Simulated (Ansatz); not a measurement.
## Lu₂MnS₄: computed property card

Lu₂MnS₄:
```
Lu2MnS4
1.0
    0.00000     5.37579     5.37579
    5.37579     0.00000     5.37579
    5.37579     5.37579     0.00000
Mn Lu S
2 4 8
Direct
  0.50000   0.50000   0.50000
  0.75000   0.75000   0.75000
  0.12500   0.12500   0.12500
  0.62500   0.12500   0.12500
  0.12500   0.12500   0.62500
  0.12500   0.62500   0.12500
  0.87842   0.87842   0.87842
  0.88525   0.37158   0.37158
  0.87842   0.87842   0.36475
  0.37158   0.88525   0.37158
  0.36475   0.87842   0.87842
  0.37158   0.37158   0.37158
  0.87842   0.36475   0.87842
  0.37158   0.37158   0.88525
```
The run is spin-polarised; directions of the spins, atom by atom: ↑ ↑ 0 0 0 0 0 0 0 0 0 0 0 0.

Space group Fd-3m (No. 227), spinel; conventional cell a = b = c = 10.752 Å, α = β = γ = 90.00°.

Method: plane-wave PAW PBEsol (Ansatz code). Structure relaxed to zero pressure with the same functional. Other levels are named where they apply.

Cell and energy:

| Property | Value |
|---|---|
| Volume per atom | 22.19 Å³ |
| Density | 5.70 g/cm³ |
| Formation energy from the elements (no fitted shifts) | -1.59 eV/atom |

Electronic structure:

| Quantity | Value |
|---|---|
| Band gap | 0.66 eV (direct) |
| Valence-band maximum | at Γ |
| Conduction-band minimum | at Γ |
| Electron effective mass | 0.23 mₑ (isotropic) |
| Hole effective mass, band 1 of 3 at the edge | 0.61 along [100], 2.3 along [110], 1.2 along [111] (mₑ) |
| Hole effective mass, band 2 of 3 at the edge | 0.61 along [100], 0.61 along [110], 1.2 along [111] (mₑ) |
| Hole effective mass, band 3 of 3 at the edge | 0.22 along [100], 0.17 along [110], 0.16 along [111] (mₑ) |

Magnetism:

| Item | Value |
|---|---|
| Magnetic order | ferromagnetic |
| Net moment | 0.71 μB per atom |

Mechanics:

| Quantity | Value |
|---|---|
| Bulk modulus (Birch–Murnaghan fit) | 71.7 GPa |
| Pressure derivative B′ | 4.1 |
| Elastic constants (relaxed ions, GPa) | C11 = 98.2, C12 = 58.7, C44 = 32.3 |
| Mechanical stability | stable (all eigenvalues of C positive) |
| Hill bulk and shear moduli | 71.8 and 26.5 GPa |
| Young's modulus | 70.9 GPa |
| Poisson's ratio | 0.34 |
| Debye temperature from the elastic constants | 257 K |

Charges:

| Property | Value |
|---|---|
| Bader charges | Mn +1.16, Lu +1.86, S -1.22 e |

The workflow started from an entry of the Crystallography Open Database (COD). Its standing as an ambient phase is unchecked. Symmetry was held in the PBEsol relaxation; its stability against distortions is not shown here. Spin order of the final state: ferromagnetic, chosen from 2 collinear starts compared on coarse meshes (ties went to the first, and starts can fall back to one state), not a proven ground state. The program gave a warning on the electronic state, which may not be the lowest. No Hubbard U is applied. The references are the lowest solids computed at this level, not always the standard phases. Spin–orbit coupling is left out wherever it is not named.

Potentials: the later of the program's two PAW sets.
